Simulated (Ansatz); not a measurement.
Ansatz (a first-principles code) input:

Ansatz 0.2 input:
```yaml
crystal:
  lattice:
    - [3.4694957123, 0.0, 0.0]
    - [0.0, 4.1055813564, 0.0]
    - [0.0, 0.0, 5.8755771448]
  atoms:
    - { symbol: Ca, position: [0.0, 0.1441035247, 0.7021483222] }
    - { symbol: Ca, position: [0.0, 0.8558964753, 0.2021483222] }
    - { symbol: F, position: [0.5, 0.0885024848, 0.9794791103] }
    - { symbol: F, position: [0.5, 0.9114975152, 0.4794791103] }
    - { symbol: F, position: [0.0, 0.6324669857, 0.8513725675] }
    - { symbol: F, position: [0.0, 0.3675330143, 0.3513725675] }
kpoints:
  mp_grid: { grid: [5, 4, 3] }
hamiltonian:
  xc: hse06
  pseudopotentials: { azcp: { folder: ./paw }, kind: paw }
scf:
  n_extra_bands: 6
  occupations: { method: fixed }
output:
  eigenvalues: true
  eigenstates:
    e_range: [-9.0, 17.5]
    kpoints:
      - [0.5, 0.5, 0.0]  # VBM
      - [0.0, 0.0, 0.0]  # CBM
      - [0.0, 0.0, 0.0]  # GAMMA
      - [0.5, 0.0, 0.0]  # X
      - [0.0, 0.0, 0.5]  # Z
      - [0.5, 0.0, 0.5]  # U
      - [0.0, 0.5, 0.0]  # Y
      - [0.5, 0.5, 0.0]  # S
      - [0.0, 0.5, 0.5]  # T
      - [0.5, 0.5, 0.5]  # R
```

Output (shortened):

```
Pseudopotential: Ca, paw, valence charge 10
Pseudopotential: F, paw, valence charge 7
Functional definition: HSE06
davidson cushion auto → on  (no smearing: the cushion is to keep the highest requested band from converging to the state above it …
Crystal: 6 atoms, lattice volume = 83.693 Å³
Basis set: ecut = 420 eV, 1625 PW (Γ)
Bands: 30, of which v1, the nominal top of the filled ones, is band 24 counted from 1 (23 counted from 0)
Symmetry: 4 space group operations
Space group: Pmc21 (ITA 26), of the structure as read, at distance tolerance 4.4e-5 Å
k-points: 18 of 60 (time reversal used)
SCF iter   1: F=—  HF=-6885.115647 eV  |F-HF|=—  |Δ(HF+E_count)|=         —  Δρ=1.68e-1  dr2=2.40e1  ethr=1.00e-1  ⟨swp⟩=6.4  Hψ=2102  notcnv=0
preconditioner: auto → none
SCF iter   2: F=—  HF=-6881.144079 eV  |F-HF|=—  |Δ(HF+E_count)|=    3.97e0  Δρ=1.31e-1  dr2=9.26e0  ethr=4.99e-2  ⟨swp⟩=4.1  Hψ=1723  notcnv=0
iter 3 solved again at ethr=5.11e-4 eV; its pass at ethr=1.93e-2 eV (dr2=2.46e-1 eV) is discarded
SCF iter   3: F=—  HF=-6878.434141 eV  |F-HF|=—  |Δ(HF+E_count)|=    2.71e0  Δρ=1.79e-2  dr2=2.42e-1  ethr=5.11e-4  ⟨swp⟩=4.2  Hψ=2810  notcnv=0  defer=1
SCF iter   4: F=—  HF=-6878.490818 eV  |F-HF|=—  |Δ(HF+E_count)|=   5.67e-2  Δρ=7.27e-3  dr2=2.51e-2  ethr=5.04e-4  ⟨swp⟩=3.1  Hψ=1491  notcnv=0
SCF iter   5: F=-6878.505247 eV  HF=-6878.507207 eV  |F-HF|=1.96e-3  |Δ(HF+E_count)|=   1.64e-2  Δρ=1.89e-3  dr2=2.40e-3  ethr=5.23e-5  ⟨swp⟩=3.7  Hψ=1506  notcnv=0
SCF 1 stopped early in 5 iterations: F = -6878.505247 eV  dr2 = 2.40e-3
Crystal: 6 atoms, lattice volume = 83.693 Å³
Exchange kernel: α = 0.2500, screened, ω = 0.2079 Å⁻¹, Wigner–Seitz truncation, v(0) = 1039.6724 eV·Å³, q-mesh 5×4×3, nearest image of the exchange supercell L …
Frozen-core exchange: fock
SCF iter   1: F=—  HF=-6879.583402 eV  |F-HF|=—  |Δ(HF+E_count)|=         —  Δρ=1.12e-2  dr2=1.36e-1  ethr=5.01e-5  ⟨swp⟩=5.6  Hψ=2313  notcnv=0
preconditioner: auto → none
SCF iter   2: F=—  HF=-6879.541782 eV  |F-HF|=—  |Δ(HF+E_count)|=   4.16e-2  Δρ=3.69e-3  dr2=1.48e-2  ethr=5.01e-5  ⟨swp⟩=4.4  Hψ=1785  notcnv=0
SCF iter   3: F=—  HF=-6879.553399 eV  |F-HF|=—  |Δ(HF+E_count)|=   1.16e-2  Δρ=2.00e-3  dr2=2.38e-3  ethr=2.72e-5  ⟨swp⟩=3.3  Hψ=1589  notcnv=0
SCF iter   4: F=—  HF=-6879.553226 eV  |F-HF|=—  |Δ(HF+E_count)|=   1.73e-4  Δρ=1.41e-3  dr2=1.60e-3  ethr=4.66e-6  ⟨swp⟩=4.0  Hψ=1772  notcnv=0
SCF iter   5: F=—  HF=-6879.552785 eV  |F-HF|=—  |Δ(HF+E_count)|=   4.41e-4  Δρ=6.80e-4  dr2=4.97e-4  ethr=3.03e-6  ⟨swp⟩=2.6  Hψ=1209  notcnv=0
SCF iter   6: F=—  HF=-6879.552667 eV  |F-HF|=—  |Δ(HF+E_count)|=   1.17e-4  Δρ=1.36e-4  dr2=3.53e-5  ethr=7.42e-7  ⟨swp⟩=4.0  Hψ=1522  notcnv=0
SCF iter   7: F=—  HF=-6879.553055 eV  |F-HF|=—  |Δ(HF+E_count)|=   3.87e-4  Δρ=4.60e-4  dr2=1.02e-4  ethr=2.78e-8  ⟨swp⟩=5.1  Hψ=2151  notcnv=0
SCF iter   8: F=-6879.553016 eV  HF=-6879.553021 eV  |F-HF|=4.99e-6  |Δ(HF+E_count)|=   3.34e-5  Δρ=9.90e-5  dr2=5.39e-6  ethr=2.78e-8  ⟨swp⟩=4.0  Hψ=1943  notcnv=0
SCF 2 stopped early in 8 iterations: F = -6879.553016 eV  dr2 = 5.39e-6
hybrid outer 1: dexx = +1.919e-2 eV, tail = 4.08e-5 eV
Crystal: 6 atoms, lattice volume = 83.693 Å³
Exchange kernel: α = 0.2500, screened, ω = 0.2079 Å⁻¹, Wigner–Seitz truncation, v(0) = 1039.6724 eV·Å³, q-mesh 5×4×3, nearest image of the exchange supercell L …
Frozen-core exchange: fock
SCF iter   1: F=—  HF=-6879.553292 eV  |F-HF|=—  |Δ(HF+E_count)|=         —  Δρ=9.69e-5  dr2=2.21e-6  ethr=4.25e-7  ⟨swp⟩=4.4  Hψ=1366  notcnv=0
preconditioner: auto → none
iter 2 solved again at ethr=3.26e-10 eV; its pass at ethr=4.35e-9 eV (dr2=1.56e-7 eV) is discarded
SCF iter   2: F=—  HF=-6879.553292 eV  |F-HF|=—  |Δ(HF+E_count)|=   2.52e-7  Δρ=2.39e-5  dr2=2.04e-7  ethr=3.26e-10  ⟨swp⟩=2.1  Hψ=2984  notcnv=0
SCF iter   3: F=—  HF=-6879.553292 eV  |F-HF|=—  |Δ(HF+E_count)|=   4.87e-8  Δρ=1.35e-5  dr2=1.04e-7  ethr=3.26e-10  ⟨swp⟩=4.0  Hψ=1645  notcnv=0
SCF iter   4: F=-6879.553292 eV  HF=-6879.553292 eV  |F-HF|=1.17e-8  |Δ(HF+E_count)|=   1.72e-8  Δρ=6.10e-6  dr2=5.16e-8  ethr=1.17e-10  ⟨swp⟩=2.8  Hψ=1221  notcnv=0
SCF 3 converged in 4 iterations: F = -6879.553292 eV  dr2 = 5.16e-8
hybrid outer 2: dexx = +6.412e-7 eV, tail = 1.19e-7 eV, Δε = 2.13e-3 eV (about 1.32e-4 eV left of the loop's levels)
NSCF: frozen V_eff on 10 k-points
hybrid SCF converged: 2 outer / 12 inner (+5 warm-up), last move |dexx| = 6.41e-7 eV, tail = 1.19e-7 eV
Stability not checked (fock_operator)
Free energy (F): -6879.553293 eV
Frozen-core exchange: fock
Harris-Foulkes:  -6879.553293 eV  (|F-HF|=1.17e-8)
Internal energy: -6879.553293 eV  (E = F + TS)
E sigma→0 (E₀):  -6879.553293 eV
Fermi energy:    1.580440 eV
--- Per-component energies (eV) ---
  E_band       = -498.446695
  E_kinetic    = 1311.744595
  E_local      = -3722.329735  (includes V_loc(G=0)·N_el)
  E_nonlocal   = 522.617902
  E_hartree    = 1328.707933
  E_xc         = -454.530307
  E_vxc        = -569.939767  (∫ρ·V_xc dr)
  E_exx        = -164.839180  (= α·E_x^exact, valence–valence)
  E_paw        = -2502.646419  (= ΣΔE_a)
  E_vpaw       = -368.289817  (= ΣTr[D̂ρ^β])
  E_aug_tail   = 0.002795  (compensation charges beyond the density's cutoff)
  E_ewald      = -3197.855634
  E_core_change = -0.425242  (= ΣΔE_core)
  E_smearing   =  0.000000  (= −TS)
  E_closure    =  0.000000  (closes the sum)
  Σ components = -6879.553293   (vs F -6879.553293, Δ=0.00e0)
  [band-id]    e_kinetic+e_local+e_nonlocal+2·e_hartree+e_vxc+2·e_exx+e_vpaw+e_augmentation_tail = -498.456522   (vs E_band -498.446695, Δ=-9.83e-3)
--- Band table (eV; the first three rows and the last of 18) ---
  k-point 0: bands = ["-36.9758", "-36.8869", "-20.5112", "-20.0916", "-19.6042", "-19.5617", "-16.4795", "-16.4627", "-16.4187", "-16.3621", "-16.2819", "-15.9354", "-0.9574", "-0.6784", "-0.6062", "-0.4818", "-0.0894", "0.0733", "0.3523", "0.8611", …
  k-point 1: bands = ["-36.9537", "-36.9093", "-20.4110", "-20.2013", "-19.5937", "-19.5719", "-16.4519", "-16.4505", "-16.4308", "-16.3918", "-16.1902", "-16.0186", "-0.6569", "-0.5609", "-0.5055", "-0.3865", "-0.1904", "0.0451", "0.0544", "0.4572", …
  k-point 2: bands = ["-36.9679", "-36.8867", "-20.4348", "-20.1469", "-19.9288", "-19.6038", "-16.4730", "-16.4357", "-16.3619", "-16.3138", "-16.0696", "-15.8266", "-1.0447", "-0.6664", "-0.4079", "-0.3551", "-0.0278", "0.2179", "0.3975", "0.7085", …
  k-point 17: bands = ["-36.9143", "-36.8816", "-20.2391", "-20.2149", "-20.0113", "-19.9582", "-16.6583", "-16.4537", "-16.3895", "-16.2281", "-15.9279", "-15.7471", "-1.1247", "-0.8343", "-0.6954", "-0.5590", "-0.1080", "0.1513", "0.3867", "0.4217", …
```

Cost: very roughly 80 core-seconds on shared cores.

The points marked VBM and CBM come from a semilocal run.

Space group Pmc2_1. The first step of the workflow began from a Materials Project structure, measured or hypothetical; the Crystallography Open Database copy checked does not list it. It is not the phase usual at ambient conditions (space group No. 225). The PBEsol relaxation kept the symmetry of its start; whether a distortion lowers the energy is not shown.

Potentials: the earlier of the program's two PAW sets.

Ansatz is a plane-wave DFT program.
